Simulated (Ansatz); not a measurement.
Input for Ansatz (plane-wave DFT, PAW):

```yaml
crystal:
  lattice:
    - [3.8794473073, 0.0, 0.0]
    - [-1.9397236536, 3.3596999207, 0.0]
    - [0.0, 0.0, 4.712404059]
  atoms:
    - { symbol: Ga, position: [0.0, 0.0, 0.0] }
    - { symbol: Ga, position: [0.3333333333, 0.6666666667, 0.6399051907] }
    - { symbol: Ga, position: [0.6666666667, 0.3333333333, 0.3600948093] }
    - { symbol: Ni, position: [0.3333333333, 0.6666666667, 0.1434083853] }
    - { symbol: Ni, position: [0.6666666667, 0.3333333333, 0.8565916147] }
basis:
  ecutwfc: 420
kpoints:
  mp_grid: { grid: [12, 12, 8] }
hamiltonian:
  xc: pbesol
scf:
  occupations: { method: gaussian, width: 0.1 }
output:
  forces: true
  stress: true
  eigenvalues: true
  write_density: true
  write_potential: true
  elf: true
  volumetric_format: npy
relax:
  adjacent_minimum: "off"
  f_tol: 0.01
  max_steps: 30
  cell: { stress_tol: 0.1, fix: [volume] }
```

Command:
```bash
ansatz run input.yaml --threads 1 --pin off --max-ram 2560MiB --backend cpu --events-out ev --progress --plain --runs-dir out
```

Theory: Ansatz, DFT PBEsol, scalar-relativistic, plane waves, PAW.

From the run's log, abridged:

```
Pseudopotentials: kind: paw
Pseudopotential: Ga, paw, valence charge 13, recommended cutoff 420 eV (normal)
Pseudopotential: Ni, paw, valence charge 18, recommended cutoff 420 eV (normal)
Functional definition: PBEsol
Crystal: 5 atoms, lattice volume = 61.420 Å³
Basis set: ecut = 420 eV, 1203 PW (Γ), exchange–correlation on 54×54×64 points (8 copies of the dense FFT grid, shifted against one another)
Bands: 45, of which v1, the nominal top of the filled ones, is band 38 counted from 1 (37 counted from 0)
Symmetry: 12 space group operations
Space group: P-3m1 (ITA 164), of the structure as read, at distance tolerance 3.9e-5 Å
k-points: 131 of 1152
Initial density: superposition of atomic densities (neutral atoms: chi_scale 0, normalization atom), corrected by the library's trained network
Initial wavefunctions: pseudopotential atomic-orbital guess
Functional: x = pbesol(κ = 0.804, μ = 0.12345679), c = pbesol(β = 0.046)
SCF iter   1: F=—  HF=-22841.561353 eV  |F-HF|=—  |Δ(HF+E_count)|=         —  Δρ=2.32e-2  dr2=2.08e-1  ethr=1.77e-3  ⟨swp⟩=6.3  Hψ=21575  notcnv=0  defer=8
SCF iter   2: F=—  HF=-22841.627897 eV  |F-HF|=—  |Δ(HF+E_count)|=   6.65e-2  Δρ=4.02e-2  dr2=5.68e-1  ethr=2.78e-4  ⟨swp⟩=2.9  Hψ=12860  notcnv=0  defer=288  recentre
SCF iter   3: F=—  HF=-22841.533271 eV  |F-HF|=—  |Δ(HF+E_count)|=   9.46e-2  Δρ=3.72e-3  dr2=5.68e-3  ethr=2.78e-4  ⟨swp⟩=2.7  Hψ=11139  notcnv=0  defer=288
SCF iter   4: F=—  HF=-22841.532627 eV  |F-HF|=—  |Δ(HF+E_count)|=   6.44e-4  Δρ=2.92e-4  dr2=3.38e-5  ethr=7.57e-6  ⟨swp⟩=2.0  Hψ=7584  notcnv=0  defer=281
SCF iter   5: F=—  HF=-22841.532634 eV  |F-HF|=—  |Δ(HF+E_count)|=   7.33e-6  Δρ=1.43e-4  dr2=7.24e-6  ethr=4.50e-8  ⟨swp⟩=2.0  Hψ=10489  notcnv=0  defer=281
SCF iter   6: F=—  HF=-22841.532634 eV  |F-HF|=—  |Δ(HF+E_count)|=   1.60e-7  Δρ=2.35e-5  dr2=2.42e-7  ethr=9.65e-9  ⟨swp⟩=2.0  Hψ=8667  notcnv=0  defer=281
SCF iter   7: F=-22841.532634 eV  HF=-22841.532634 eV  |F-HF|=7.19e-9  |Δ(HF+E_count)|=   1.38e-7  Δρ=5.91e-6  dr2=1.69e-8  ethr=1.33e-10  ⟨swp⟩=13.3  Hψ=48726  notcnv=0
SCF 1 converged in 7 iterations: F = -22841.532634 eV  dr2 = 1.69e-8
  Residual-converged pass: ⟨swp⟩=1.0  Hψ=6424  notcnv=0  max |occ|·‖R‖ = 7.1e-9 eV (tolerance 1.0e-8 eV) dr2=1.69e-8  dr2_onsite=8.91e-9  max |Δocc| = 2.2e-10
relax step   1: F+E_penalty+E_count = -22841.53263385 eV  Δ(F+E_penalty+E_count) = +0.000e0 eV  max|allowed force component| = 5.734e-2 eV/Å  Δτ_max = 0.0000 Å  P = +16.985 GPa  Ω = 61.420 Å³  fix = [volume]  reactions: volume +16.985 GPa (7 SCF iters, dr2 threshold 1.00e-7 eV, accepted)
Basis set: ecut = 420 eV, 1179 PW (Γ), exchange–correlation on 54×54×64 points (8 copies of the dense FFT grid, shifted against one another)
Initial density: handed on by an earlier stage of this run
Initial wavefunctions: those handed on with the density
SCF iter   1: F=—  HF=-22841.532900 eV  |F-HF|=—  |Δ(HF+E_count)|=         —  Δρ=1.86e-4  dr2=4.77e-5  ethr=6.49e-8  ⟨swp⟩=2.0  Hψ=24978  notcnv=0
SCF iter   2: F=—  HF=-22841.532910 eV  |F-HF|=—  |Δ(HF+E_count)|=   1.00e-5  Δρ=1.72e-4  dr2=4.43e-5  ethr=6.36e-8  ⟨swp⟩=2.0  Hψ=9903  notcnv=0
SCF iter   3: F=—  HF=-22841.532896 eV  |F-HF|=—  |Δ(HF+E_count)|=   1.45e-5  Δρ=6.90e-5  dr2=1.65e-6  ethr=5.91e-8  ⟨swp⟩=2.0  Hψ=7732  notcnv=0
SCF iter   4: F=-22841.532895 eV  HF=-22841.532895 eV  |F-HF|=1.19e-7  |Δ(HF+E_count)|=   2.28e-7  Δρ=1.81e-5  dr2=1.21e-7  ethr=4.77e-10  ⟨swp⟩=10.5  Hψ=49547  notcnv=0
SCF 2 converged in 4 iterations: F = -22841.532895 eV  dr2 = 1.21e-7
  Residual-converged pass: ⟨swp⟩=1.0  Hψ=6420  notcnv=0  max |occ|·‖R‖ = 7.1e-9 eV (tolerance 1.0e-8 eV) dr2=1.21e-7  dr2_onsite=3.82e-8  max |Δocc| = 8.8e-11
relax step   2: F+E_penalty+E_count = -22841.53289534 eV  Δ(F+E_penalty+E_count) = -2.615e-4 eV  max|allowed force component| = 3.612e-2 eV/Å  Δτ_max = 0.0014 Å  P = +16.958 GPa  Ω = 61.420 Å³  energy of the carried Pulay correction = +5.478e-16 eV  fix = [volume]  reactions: volume +16.958 GPa (4 SCF iters, dr2 threshold 3.58e-7 eV, accepted)
SCF iter   1: F=—  HF=-22841.533067 eV  |F-HF|=—  |Δ(HF+E_count)|=         —  Δρ=2.93e-4  dr2=1.26e-4  ethr=1.74e-7  ⟨swp⟩=2.0  Hψ=25122  notcnv=0
SCF iter   2: F=—  HF=-22841.533076 eV  |F-HF|=—  |Δ(HF+E_count)|=   9.22e-6  Δρ=2.73e-4  dr2=1.19e-4  ethr=1.68e-7  ⟨swp⟩=2.0  Hψ=9871  notcnv=0
SCF iter   3: F=—  HF=-22841.533041 eV  |F-HF|=—  |Δ(HF+E_count)|=   3.53e-5  Δρ=1.02e-4  dr2=3.66e-6  ethr=1.59e-7  ⟨swp⟩=2.0  Hψ=7670  notcnv=0
SCF iter   4: F=—  HF=-22841.533038 eV  |F-HF|=—  |Δ(HF+E_count)|=   2.17e-6  Δρ=2.75e-5  dr2=2.74e-7  ethr=4.88e-9  ⟨swp⟩=2.2  Hψ=9323  notcnv=0
SCF iter   5: F=-22841.533038 eV  HF=-22841.533038 eV  |F-HF|=2.78e-9  |Δ(HF+E_count)|=   3.23e-8  Δρ=4.10e-6  dr2=4.88e-9  ethr=1.43e-10  ⟨swp⟩=9.5  Hψ=45099  notcnv=0
SCF 3 converged in 5 iterations: F = -22841.533038 eV  dr2 = 4.88e-9
relax step   3: F+E_penalty+E_count = -22841.53303839 eV  Δ(F+E_penalty+E_count) = -1.430e-4 eV  max|allowed force component| = 2.203e-3 eV/Å  Δτ_max = 0.0024 Å  P = +16.921 GPa  Ω = 61.420 Å³  energy of the carried Pulay correction = +9.782e-18 eV  fix = [volume]  reactions: volume +16.921 GPa (5 SCF iters, dr2 threshold 1.07e-7 eV, accepted)
Initial wavefunctions: pseudopotential atomic-orbital guess (no wavefunctions were taken with the density)
SCF iter   1: F=—  HF=-22841.533027 eV  |F-HF|=—  |Δ(HF+E_count)|=         —  Δρ=2.71e-5  dr2=1.31e-8  ethr=1.13e-7  ⟨swp⟩=3.2  Hψ=37619  notcnv=0
SCF iter   2: F=—  HF=-22841.533039 eV  |F-HF|=—  |Δ(HF+E_count)|=   1.25e-5  Δρ=3.25e-6  dr2=4.29e-9  ethr=1.74e-11  ⟨swp⟩=3.1  Hψ=15301  notcnv=0
SCF iter   3: F=—  HF=-22841.533039 eV  |F-HF|=—  |Δ(HF+E_count)|=  7.17e-10  Δρ=3.14e-6  dr2=3.68e-9  ethr=5.71e-12  ⟨swp⟩=2.0  Hψ=9774  notcnv=0
SCF iter   4: F=—  HF=-22841.533039 eV  |F-HF|=—  |Δ(HF+E_count)|=  7.20e-10  Δρ=8.88e-7  dr2=3.07e-10  ethr=4.91e-12  ⟨swp⟩=2.5  Hψ=9840  notcnv=0
SCF iter   5: F=-22841.533039 eV  HF=-22841.533039 eV  |F-HF|=2.18e-11  |Δ(HF+E_count)|=  1.53e-10  Δρ=2.00e-7  dr2=1.60e-11  ethr=1.00e-12  ⟨swp⟩=7.0  Hψ=32475  notcnv=0
SCF 4 converged in 5 iterations: F = -22841.533039 eV  dr2 = 1.60e-11
SCF converged after 5 iterations
Free energy (F): -22841.533039 eV
Harris-Foulkes:  -22841.533039 eV  (|F-HF|=2.18e-11)
Internal energy: -22841.525346 eV  (E = F + TS)
E sigma→0 (E₀):  -22841.529193 eV
Entropy (-TS):   -0.007693 eV (-1.539 meV/atom)
Fermi energy:    16.021164 eV
--- Per-component energies (eV) ---
  E_band       = -533.144274
  E_kinetic    = 932.245408
  E_local      = -12838.696879  (includes V_loc(G=0)·N_el)
  E_nonlocal   = 2552.120360
  E_hartree    = 5754.850512
  E_xc         = -383.516485
  E_vxc        = -404.896735  (∫ρ·V_xc dr)
  E_paw        = -9039.892636  (= ΣΔE_a)
  E_vpaw       = -2283.618316  (= ΣTr[D̂ρ^β])
  E_aug_tail   = 0.000662  (compensation charges beyond the density's cutoff)
  E_ewald      = -9821.619799
  E_core_change = 2.983511  (= ΣΔE_core)
  E_smearing   = -0.007693  (= −TS)
--- Forces (eV/Å), atoms counted from 1 ---
  atom   1  Ga     0.00000000     0.00000000     0.00000000
  atom   2  Ga     0.00000000     0.00000000     0.00219734
  atom   3  Ga     0.00000000     0.00000000    -0.00219734
  atom   4  Ni     0.00000000     0.00000000     0.00014935
  atom   5  Ni     0.00000000     0.00000000    -0.00014935
--- Stress (GPa, compression-positive) ---
       16.916990       0.000000       0.000000
        0.000000      16.916990       0.000000
        0.000000       0.000000      16.929607
  P = ⅓ Tr σ = 16.9212 GPa (169.212 kbar)
--- Band table (eV; the first three rows and the last of 131) ---
  k-point 0: bands = ["-87.2338", "-87.2249", "-47.8303", "-47.8086", "-47.8030", "-47.8030", "-47.7704", "-47.7704", "0.7682", "0.7682", "0.9569", "0.9615", "0.9984", "0.9984", "1.0055", "1.0055", "1.2061", "1.2061", "1.2762", "1.3229", "1.3229", "1.3569", "1.3569", "3.5072", "9.4765", "9.6922", "11.9222", "11.9222", "12.8690", "12.8690", "13.6703", "13.6703", "14.2736", "14.2736", "14.5013", "14.8381", "17.5971", "17.5971", "19.6326", "19.6326", "19.7203", "20.0822", "22.8257", "22.8991", "22.8991"]
  k-point 1: bands = ["-87.2338", "-87.2249", "-47.8303", "-47.8086", "-47.8030", "-47.8030", "-47.7704", "-47.7704", "0.7790", "0.7790", "0.9296", "0.9619", "0.9619", "1.0037", "1.0457", "1.0457", "1.1700", "1.1700", "1.2745", "1.3107", "1.3107", "1.3925", "1.3925", "3.6130", "8.4300", "10.5764", "11.8903", "11.8903", "12.8456", "12.8456", "13.7144", "13.7144", "14.1259", "14.2773", "14.2773", "15.5429", "17.7232", "17.7232", "19.5571", "19.6951", "19.6951", "20.2240", "22.5368", "22.5368", "22.6152"]
  k-point 2: bands = ["-87.2338", "-87.2249", "-47.8303", "-47.8088", "-47.8030", "-47.8030", "-47.7704", "-47.7704", "0.8103", "0.8103", "0.9138", "0.9303", "0.9303", "1.0579", "1.0795", "1.0795", "1.1050", "1.1050", "1.2672", "1.2975", "1.2975", "1.4416", "1.4416", "3.9303", "7.2710", "11.2757", "11.8174", "11.8174", "12.7926", "12.7926", "13.8293", "13.8293", "13.8370", "14.2691", "14.2691", "16.7523", "18.0834", "18.0834", "19.2990", "19.8804", "19.8804", "20.4852", "21.7468", "21.7468", "22.0982"]
  k-point 130: bands = ["-87.2293", "-87.2293", "-47.8279", "-47.8279", "-47.8086", "-47.7788", "-47.7788", "-47.7657", "0.9326", "0.9714", "0.9714", "1.0066", "1.0066", "1.0606", "1.0837", "1.0837", "1.0948", "1.1822", "1.1822", "1.1899", "1.2470", "1.2470", "1.3133", "8.6323", "8.9882", "8.9882", "10.0557", "10.0557", "10.7671", "12.9451", "12.9451", "13.0860", "13.8941", "14.0491", "14.0491", "14.2616", "14.5619", "14.5619", "15.8282", "22.7128", "23.9578", "23.9578", "24.1030", "24.1030", "24.8964"]
--- Relaxed structure (3 steps of the walk, 3 accepted, 1 SCFs on fresh bases) ---
  F+E_penalty+E_count = -22841.53303897 eV   max|allowed force component| = 2.197e-3 eV/Å   (the final SCF, on the basis selected at the relaxed cell)
  cell:  # Å, volume = 61.4204 Å³
    - [3.87653130, 0.0, 0.0]
    - [-1.93826565, 3.35717459, 0.0]
    - [0.0, 0.0, 4.71949624]
  atoms:
    - { symbol: Ga, position: [0.0, 0.0, 0.0] }
    - { symbol: Ga, position: [0.33333333, 0.66666666, 0.63975924] }
    - { symbol: Ga, position: [0.66666666, 0.33333333, 0.36024075] }
    - { symbol: Ni, position: [0.33333333, 0.66666666, 0.14420865] }
    - { symbol: Ni, position: [0.66666666, 0.33333333, 0.85579134] }
```

The relaxation met its thresholds.

Time: 2.6 min on 1 thread of Arm Neoverse N1, on a shared host, peak memory 0.56 GiB.